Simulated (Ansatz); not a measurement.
# SiNi3: do energies and stresses tell the same story?

Method: DFT PBEsol, scalar-relativistic, plane waves, PAW in Ansatz 0.2.0.

Cutoff 420 eV; k points 12×12×12 on the computed 4-atom cell (Γ-centred); Gaussian smearing, width 0.10 eV; no spin polarisation.

Relaxed cell: Pm-3m, a = 3.461 Å, b = 3.461 Å, c = 3.461 Å, α = 90.00°, β = 90.00°, γ = 90.00°, 4 atoms in the primitive cell. Whether it is the stable form of this composition wasn't checked.

Energies at zero smearing and pressures from the stress tensor, at volumes with shape and atoms relaxed:
```tsv
V (Å³/atom)	E − E(first) (meV/atom)	P (GPa)
9.122	0.00	41.37
9.433	-67.14	28.22
9.744	-110.84	17.15
10.055	-134.79	7.83
10.366	-142.10	-0.04
10.677	-135.39	-6.66
10.988	-116.87	-12.24
11.403	-76.99	-18.31
```

Problem. Check P = −dE/dV between neighbouring volumes, and get the bulk modulus from the pressures alone.

Solution. With 1 eV/Å³ = 160.2 GPa:
```tsv
middle V (Å³/atom)	−ΔE/ΔV (GPa)	mean P (GPa)
9.278	34.592	34.799
9.589	22.513	22.689
9.900	12.338	12.489
10.211	3.767	3.895
10.522	-3.459	-3.347
10.833	-9.543	-9.447
11.196	-15.406	-15.273
```

The two differ by 0.21 GPa at most. The mean of two end pressures misses the average over a step by about ΔV² P″/12, up to 0.19 GPa here; with that taken off 0.02 GPa remains. Around V = 10.366 Å³/atom, the two neighbours give B = −V ΔP/ΔV = 10.366 × 14.48 / 0.622 = 241.4 GPa, against B0 = 240.2 GPa from the Birch–Murnaghan fit of the energies.

A ferromagnetic start lost its moments in a first run, so spin was left out; other magnetic orders weren't tried.